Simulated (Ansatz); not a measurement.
# Moving the dispersion correction in In3As

The cell as given:

```cif
data_structure
_symmetry_space_group_name_H-M 'Pm-3m'
_symmetry_Int_Tables_number 221
_cell_length_a 4.6717
_cell_length_b 4.6717
_cell_length_c 4.6717
_cell_angle_alpha 90.000
_cell_angle_beta 90.000
_cell_angle_gamma 90.000
_cell_volume 101.96
loop_
_atom_site_label
_atom_site_type_symbol
_atom_site_symmetry_multiplicity
_atom_site_Wyckoff_symbol
_atom_site_fract_x
_atom_site_fract_y
_atom_site_fract_z
_atom_site_occupancy
In1 In 3 c 0.50000 0.50000 0.00000 1
As1 As 1 a 0.00000 0.00000 0.00000 1
```

The cell comes from a database or a generator and needn't be the stable form of this composition.

Kept alike: task relaxation of cell and atoms; functional PBEsol; k mesh 6 × 6 × 6; occupations fermi-dirac, width 0.05 eV; no spin polarisation. Program: Ansatz, Ansatz PAW, cutoff 420 eV. The mesh is that of the run's cell of 4 atoms. No spin-orbit coupling.

```csv
dispersion correction,volume (Å³/atom)
D3(BJ),22.931
D3(BJ)-ATM,23.060
D4,23.432
none,24.148
```

The relaxations keep at least the cell's symmetry (Pm-3m). For a metal such a mesh leaves the last digits unconverged. Relaxations stop with a little pressure left, so the last digits of a volume or edge aren't settled. All rows use potentials made for PBE.

Problem. What does the dispersion correction change here?

Solution. The volume runs from 22.931 (D3(BJ)) to 24.148 Å³/atom (none). Against no correction: D3(BJ) -5.0 %; D3(BJ)-ATM -4.5 %; D4 -3.0 %. Dispersion terms mostly attract and so lower the volume; the schemes' coefficients and damping set how far.
